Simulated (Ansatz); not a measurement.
## Relaxing a structure of Fe

The start is a generated trial cell of Fe in the simple-cubic structure type. The structure is fully relaxed (lattice and positions, P = 0) with r2SCAN (plane waves to 500 eV, PAW, scalar-relativistic; Ansatz, a first-principles code). The first steps use a coarse 14×14×14 k-mesh.

The start:
```
Fe
1.0
    2.36562     0.00000     0.00000
    0.00000     2.36562     0.00000
    0.00000     0.00000     2.36562
Fe
1
Direct
  0.00000   0.00000   0.00000
```
Spin-polarised start, with parallel moments on Fe.

```yaml
initial_pressure: "+6.2 GPa (positive: the cell is compressed)"
outcome: The space group stays Pm-3m (No. 221) (the run could not lower it); the end is simple cubic type, with 1 atom in the primitive magnetic cell
energy_released: 0.02 eV/atom
volume_change: +6.3 %, from 13.24 to 14.07 Å³/atom
band_gap_at_the_end: no gap (metallic)
moments_at_the_end: net 2.91 μB/atom, ferromagnetic
optimiser_moves: 8
```

Relaxed structure:

Space group Pm-3m (No. 221); a = 2.4142 Å, b = 2.4142 Å, c = 2.4142 Å, α = 90.00°, β = 90.00°, γ = 90.00°

| atom | site | symmetry | x | y | z |
|---|---|---|---|---|---|
| Fe | 1a | m-3m | 0.0000 | 0.0000 | 0.0000 |

Final values are on a 19×19×19 k-mesh of the relaxed cell. Spin state reached: ferromagnetic (net 2.91 μB/atom), from parallel starting moments; other spin orders were not run from this start. r2SCAN tends to overstate moments in metals.

The run could not lose the symmetry of its start: the end is stationary, and may be a saddle point rather than a minimum.

The relaxed structure here is a generated cell of Fe: the first start was made by placing the elements on the sites of a structure type, and the end was not matched to a known phase here, so it may be hypothetical. Known forms of Fe include space group No. 229.
